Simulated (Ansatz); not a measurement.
In₂Se₃:
```
CELL_PARAMETERS angstrom
     -3.96002     0.00000     0.00000
     -0.00276    -0.00439    -9.61594
     -1.97983    -3.42973     0.00000
ATOMIC_POSITIONS crystal
  In 0.66667 0.19353 0.66650
  In 0.33333 0.80647 0.33350
  Se 0.00000 0.00000 0.00000
  Se 0.66668 0.66863 0.66704
  Se 0.33332 0.33137 0.33296
```

Relaxed with r²SCAN+D4.

Which orbitals make up the states near the band edges in r²SCAN+D4 (plane waves, PAW; program Ansatz)?

Top 1 eV of the valence band: Se 4p 94 %. Bottom 1 eV of the conduction band: In 5s 40 %, Se 4p 36 %, In 5p 19 %. Projections are on Löwdin-orthogonalised atomic valence shells; empty p or d shells of many metals are not among them.

Tabulate the density of states.

States/eV per cell of 5 atoms, in 0.25 eV bins, energy from the valence-band maximum.

```tsv
E (eV)	total	Se 4p	In 5p	In 5s
-7.85	0.00	0.00	0.00	0.00
-7.60	0.00	0.00	0.00	0.00
-7.35	0.00	0.00	0.00	0.00
-7.10	0.00	0.00	0.00	0.00
-6.85	0.00	0.00	0.00	0.00
-6.60	0.00	0.00	0.00	0.00
-6.35	0.00	0.00	0.00	0.00
-6.10	0.01	0.01	0.00	0.00
-5.85	1.36	0.72	0.03	0.58
-5.60	2.19	1.12	0.05	0.95
-5.35	2.90	1.46	0.10	1.17
-5.10	4.62	2.28	0.20	1.76
-4.85	1.52	0.73	0.05	0.60
-4.60	0.99	0.48	0.02	0.36
-4.35	0.86	0.45	0.09	0.22
-4.10	2.07	1.25	0.52	0.17
-3.85	2.43	1.51	0.63	0.16
-3.60	1.54	0.96	0.32	0.15
-3.35	1.77	1.16	0.42	0.11
-3.10	1.70	1.17	0.39	0.07
-2.85	2.57	1.86	0.59	0.05
-2.60	3.31	2.46	0.70	0.06
-2.35	3.81	2.86	0.75	0.07
-2.10	3.74	2.85	0.65	0.10
-1.85	3.86	3.05	0.58	0.09
-1.60	4.70	3.84	0.62	0.08
-1.35	5.05	4.20	0.65	0.06
-1.10	4.39	3.78	0.45	0.04
-0.85	3.64	3.26	0.27	0.02
-0.60	5.43	5.06	0.22	0.02
-0.35	5.32	5.07	0.12	0.01
-0.10	2.24	2.16	0.03	0.00
0.15	0.00	0.00	0.00	0.00
0.40	0.02	0.01	0.00	0.01
0.65	0.23	0.08	0.05	0.10
0.90	0.51	0.18	0.10	0.20
1.15	0.67	0.25	0.13	0.26
1.40	0.73	0.27	0.13	0.29
1.65	0.85	0.33	0.15	0.33
1.90	1.09	0.44	0.18	0.43
2.15	1.52	0.62	0.23	0.59
2.40	1.07	0.44	0.14	0.42
2.65	1.19	0.49	0.14	0.47
2.90	1.05	0.43	0.12	0.42
3.15	3.47	1.47	0.25	1.49
3.40	3.54	1.50	0.21	1.54
3.65	0.08	0.02	0.01	0.03
3.90	0.11	0.00	0.06	0.00
4.15	0.27	0.02	0.16	0.01
4.40	0.81	0.09	0.49	0.02
4.65	1.46	0.17	0.88	0.04
4.90	1.70	0.22	1.02	0.05
5.15	2.46	0.35	1.49	0.05
```

Space group P-3m1 (La2O3 or Ni2Al3 type). The workflow started from a Materials Project entry (that database holds measured and hypothetical structures alike); the Crystallography Open Database copy checked does not list it. COD files the formula under space group No. 160, 166, 169, 170. Whether it is the stable phase at ambient conditions was not checked. The r²SCAN+D4 relaxation kept the symmetry of its start; its stability against distortions is not shown here. Scalar-relativistic: spin–orbit coupling is off unless named, which matters more the heavier the elements.

Potentials: the earlier of the program's two PAW sets. The files were generated under PBE; for other functionals the program regenerates the frozen cores, and for LDA and PBEsol the local potential too.
